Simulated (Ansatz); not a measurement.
**Property card for CaPd5**

CaPd₅:
```cif
data_CaPd5
_chemical_formula_sum 'Ca1 Pd5'
_space_group_name_H-M_alt 'P 1'
_space_group_IT_number 1
_cell_length_a 5.29464
_cell_length_b 5.29464
_cell_length_c 4.42318
_cell_angle_alpha 90.000
_cell_angle_beta 90.000
_cell_angle_gamma 120.000
loop_
_space_group_symop_operation_xyz
  'x, y, z'
loop_
_atom_site_label
_atom_site_type_symbol
_atom_site_fract_x
_atom_site_fract_y
_atom_site_fract_z
_atom_site_occupancy
Ca1 Ca 0.00000 0.00000 0.00000 1
Pd1 Pd 0.33333 0.66667 0.00000 1
Pd2 Pd 0.66667 0.33333 0.00000 1
Pd3 Pd 0.50000 0.00000 0.50000 1
Pd4 Pd 0.50000 0.50000 0.50000 1
Pd5 Pd 0.00000 0.50000 0.50000 1
```

Space group P6/mmm (No. 191); conventional cell a = b = 5.2946 Å, c = 4.4232 Å, α = β = 90.00°, γ = 120.00°.

Method: DFT-r²SCAN in the program Ansatz with PAW potentials. The cell and atoms are relaxed at this level. Other levels are named where they apply.

**Cell and energy**

```
Item                                                          Result
-----------------------------------------------------  -------------
Volume per atom                                             17.90 Å³
Density                                                   8.85 g/cm³
Formation energy from the elements (no fitted shifts)  -0.38 eV/atom
```

**Electronic structure**

```
Quantity                                                                     Value
------------------------------------  --------------------------------------------
Electronic character                                             metallic (no gap)
Density of states at the Fermi level  0.92 states/eV per atom (mean over ±0.08 eV)
```

The first step of the workflow began from a Materials Project structure, measured or hypothetical; the Crystallography Open Database files this formula in space group No. 191, but the cells were not matched. Its standing as an ambient phase is unchecked. The r²SCAN relaxation kept the symmetry of its start; whether a distortion lowers the energy is not shown. No spin polarisation was allowed. Axis ratios of metals converge slowly with the k-mesh, so a and c are less sure than the volume. The references are the lowest solids computed at this level, not always the standard phases. Spin–orbit coupling is left out wherever it is not named.

Potentials: the later of the program's two PAW sets.
